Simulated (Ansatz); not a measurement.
A plane-wave DFT run in Ansatz 0.2.0 (scalar-relativistic PAW potentials unless the input names others): input and command.

```yaml
crystal:
  lattice:
    - [4.6273479874, 0.0, 0.0]
    - [0.0, 4.6273479874, 0.0]
    - [0.0, 0.0, 4.6273479874]
  atoms:
    - { symbol: Ta, position: [0.0, 0.0, 0.0] }
    - { symbol: P, position: [0.5, 0.5, 0.5] }
    - { symbol: Au, position: [0.0, 0.5, 0.5] }
    - { symbol: Au, position: [0.5, 0.0, 0.5] }
    - { symbol: Au, position: [0.5, 0.5, 0.0] }
basis:
  ecutwfc: 420
  ecutrho_ratio: 9
kpoints:
  mp_grid: { grid: [8, 8, 8] }
hamiltonian:
  xc: pbe
scf:
  occupations: { method: gaussian, width: 0.1 }
  mixing: { preconditioner: none }
output:
  forces: true
  eigenvalues: true
  stress: true
```

```bash
ansatz run input.yaml --threads 1 --pin off --max-ram 2560MiB --backend cpu --events-out ev --progress --plain --runs-dir out
```

Abridged log:
```
Basis set: ecut = 420 eV, 1935 PW (Γ), exchange–correlation on 96×96×96 points (8 copies of the dense FFT grid, shifted against one another)
Bands: 45, of which v1, the nominal top of the filled ones, is band 38 counted from 1 (37 counted from 0)
Symmetry: 48 space group operations
k-points: 35 of 512
SCF iter   1: F=—  HF=-50131.827141 eV  |F-HF|=—  |Δ(HF+E_count)|=         —  Δρ=5.86e-3  dr2=5.83e-2  ethr=1.77e-3  ⟨swp⟩=6.5  Hψ=6057  notcnv=0
SCF iter   2: F=—  HF=-50131.850083 eV  |F-HF|=—  |Δ(HF+E_count)|=   2.29e-2  Δρ=8.18e-3  dr2=2.54e-1  ethr=7.77e-5  ⟨swp⟩=2.2  Hψ=2798  notcnv=0  defer=46
SCF iter   3: F=—  HF=-50131.821227 eV  |F-HF|=—  |Δ(HF+E_count)|=   2.89e-2  Δρ=3.41e-3  dr2=2.24e-2  ethr=7.77e-5  ⟨swp⟩=2.0  Hψ=2438  notcnv=0  defer=46
SCF iter   4: F=—  HF=-50131.818517 eV  |F-HF|=—  |Δ(HF+E_count)|=   2.71e-3  Δρ=1.22e-3  dr2=6.58e-4  ethr=2.98e-5  ⟨swp⟩=1.3  Hψ=1778  notcnv=0  defer=19
SCF iter   5: F=—  HF=-50131.818667 eV  |F-HF|=—  |Δ(HF+E_count)|=   1.49e-4  Δρ=2.42e-4  dr2=2.29e-5  ethr=8.77e-7  ⟨swp⟩=2.0  Hψ=2125  notcnv=0  defer=19
SCF iter   6: F=—  HF=-50131.818674 eV  |F-HF|=—  |Δ(HF+E_count)|=   6.95e-6  Δρ=4.43e-5  dr2=8.24e-7  ethr=3.05e-8  ⟨swp⟩=2.1  Hψ=2462  notcnv=0  defer=6
SCF iter   7: F=-50131.818674 eV  HF=-50131.818674 eV  |F-HF|=1.01e-8  |Δ(HF+E_count)|=   1.76e-7  Δρ=4.14e-6  dr2=1.64e-8  ethr=1.33e-10  ⟨swp⟩=10.2  Hψ=7377  notcnv=0
SCF 1 converged in 7 iterations: F = -50131.818674 eV  dr2 = 1.64e-8
SCF converged after 7 iterations
Free energy (F): -50131.818674 eV
Harris-Foulkes:  -50131.818674 eV  (|F-HF|=1.01e-8)
Internal energy: -50131.797314 eV  (E = F + TS)
E sigma→0 (E₀):  -50131.807994 eV
Entropy (-TS):   -0.021360 eV (-4.272 meV/atom)
Fermi energy:    15.728671 eV
--- Forces (eV/Å), atoms counted from 1 ---
  atom   1  Ta     0.00000000     0.00000000     0.00000000
  atom   2  P      0.00000000     0.00000000     0.00000000
  atom   3  Au     0.00000000     0.00000000     0.00000000
  atom   4  Au     0.00000000     0.00000000     0.00000000
  atom   5  Au     0.00000000     0.00000000     0.00000000
--- Stress (GPa, compression-positive) ---
       -0.008350       0.000000       0.000000
        0.000000      -0.008350       0.000000
        0.000000       0.000000      -0.008350
  P = ⅓ Tr σ = -0.0084 GPa (-0.084 kbar)
```

Apart from outputs, empty bands and the relaxation, which only the reference makes, the input differs from a reference run on usual settings in scf.mixing.preconditioner: not typed → "none"; basis.ecutrho_ratio: not typed → 9. The reference, at the same geometry, ended its own course with pressure -0.01 GPa, largest force 0.000 eV/Å, no gap on the mesh. This run converged in 7 SCF iterations with an energy at zero smearing 0.06 meV/atom above the reference's, pressure -0.01 GPa, largest force 0.000 eV/Å, no gap on the mesh.

It took 8.9 s on 1 thread of Arm Neoverse V1, with other jobs on the host, peak memory 0.5 GiB.